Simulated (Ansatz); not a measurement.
The cell below belongs to a search over invented structures; it isn't taken from experiment.

Input and command of a plane-wave DFT calculation in Ansatz:

```yaml
crystal:
  lattice:
    - [3.7268601084, 0.0, 0.0]
    - [0.0, 3.7268601084, 0.0]
    - [0.0, 0.0, 15.9187355358]
  atoms:
    - { symbol: Ta, position: [0.5, 0.5, 0.4290895979] }
    - { symbol: Ta, position: [0.0, 0.0, 0.8851069801] }
    - { symbol: Ta, position: [0.0, 0.0, 0.2084401958] }
    - { symbol: Ta, position: [0.5, 0.5, 0.7484650455] }
    - { symbol: Ni, position: [0.5, 0.5, 0.994908097], spin: 2.0 }
    - { symbol: O, position: [0.5, 0.0, 0.9713540934] }
    - { symbol: O, position: [0.0, 0.5, 0.4582527937] }
    - { symbol: O, position: [0.0, 0.5, 0.9713540934] }
    - { symbol: O, position: [0.5, 0.0, 0.4582527937] }
    - { symbol: O, position: [0.0, 0.5, 0.181290054] }
    - { symbol: O, position: [0.5, 0.0, 0.8016283156] }
    - { symbol: O, position: [0.5, 0.0, 0.181290054] }
    - { symbol: O, position: [0.0, 0.5, 0.8016283156] }
    - { symbol: O, position: [0.0, 0.0, 0.7015839974] }
    - { symbol: O, position: [0.0, 0.0, 0.3332271856] }
    - { symbol: O, position: [0.5, 0.5, 0.8741264374] }
basis:
  ecutwfc: 420
kpoints:
  mp_grid: { grid: [6, 6, 1] }
hamiltonian:
  xc: pbe
scf:
  occupations: { method: gaussian, width: 0.1 }
  lower_state_search: "off"
output:
  forces: true
  stress: true
  eigenvalues: true
  populations: true
magnetization:
  spin_polarized: true
relax:
  adjacent_minimum: "off"
  f_tol: 0.04
  max_steps: 70
  cell: { stress_tol: 0.4 }
```

```bash
ansatz run input.yaml --threads 1 --pin off --max-ram 2560MiB --backend cpu --events-out ev --progress --plain --runs-dir out
```

Processor: Arm Neoverse N1, 1 thread, on a host shared with other jobs.

Q: Estimate time, memory and problem size.

A: About 20 min, peak memory 0.82 GiB. It solves 85 bands at 10 k points (after reduction by symmetry) with about 4075 plane waves (on the last cell), in 171 SCF iterations over 9 ionic steps.
